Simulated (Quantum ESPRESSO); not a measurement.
# Planted mistakes on one cell of ZnAl2F7Cl

The results below are calculated, not measured. They come from pw.x of Quantum ESPRESSO 7.5, a plane-wave density functional program, with PseudoDojo standard norm-conserving files (v0.5 for PBE, v0.4.1 for LDA and PBEsol). The cells are made up: elements, strain and atom displacements were drawn at random, and nothing was relaxed. There is no spin polarisation, spin-orbit coupling or dispersion term.

The cell has 12 sites of a rutile lattice (two cells along c). Sites 1 to 4 hold Zn Al Al empty; sites 5 to 12 hold F F F F F F F Cl. Cell vectors in Å: (4.678, 0.000, 0.000); (0.000, 4.678, 0.000); (0.000, 0.000, 6.237). Settings: PBE, cutoff 1143 eV, 5 x 5 x 4 k mesh shifted by half a step, Fermi-Dirac smearing of 0.025 eV.

The intended run has a self-consistency threshold of 1e-07 eV, a smearing term of 0.000 eV, a pressure of -1.00 GPa and 10 iterations. Each further run changes one thing: all lengths scaled by 1.0099; atoms of sites 10 and 12 exchanged; cutoff 634 eV; files of LDA; one electron removed; smearing 0.43 eV; threshold 0.9 eV. A coarse mesh keeps the shift, and a charged cell sits in a uniform background.

```
run,change of free energy (eV),smearing term -TS (eV),change of P (GPa),largest change of a force component (eV/Å),iterations
A,0.161,0.000,-2.76,0.379,3
B,0.063,0.000,-2.88,0.465,10
C,-0.496,0.000,-1.18,5.254,10
D,-0.014,-0.084,0.12,0.054,10
E,15.204,0.000,-8.52,0.390,10
F,28.524,0.000,-166.50,0.227,10
G,-3.345,-0.026,-15.39,2.046,15
```

A rerun of the intended cell at 1437 eV and k mesh 7 x 7 x 6 moved values by no more than 0.004 eV in the cell's energy, 0.02 GPa in stress and 0.002 eV/Å in force.

Question: which change belongs to which run?

## Worked reading

Run A has the fewest iterations, as a run stopped early does. Run D has the largest smearing term, as wide smearing gives. Run F has a higher energy and the largest fall in pressure, as too small a basis gives. Run B changes the volume by a factor of 1.0300; minus its pressure change over the logarithm of that factor, 97 GPa, is a rough bulk modulus with clamped atoms. Energies from files of another functional, or of a charged cell, have another zero and say nothing on stability; the pressure of a charged cell rests on the program's zero of potential too.

## Key

```
run                              change
  A                    threshold 0.9 eV
  B        all lengths scaled by 1.0099
  C  atoms of sites 10 and 12 exchanged
  D                    smearing 0.43 eV
  E                        files of LDA
  F                       cutoff 634 eV
  G                one electron removed
```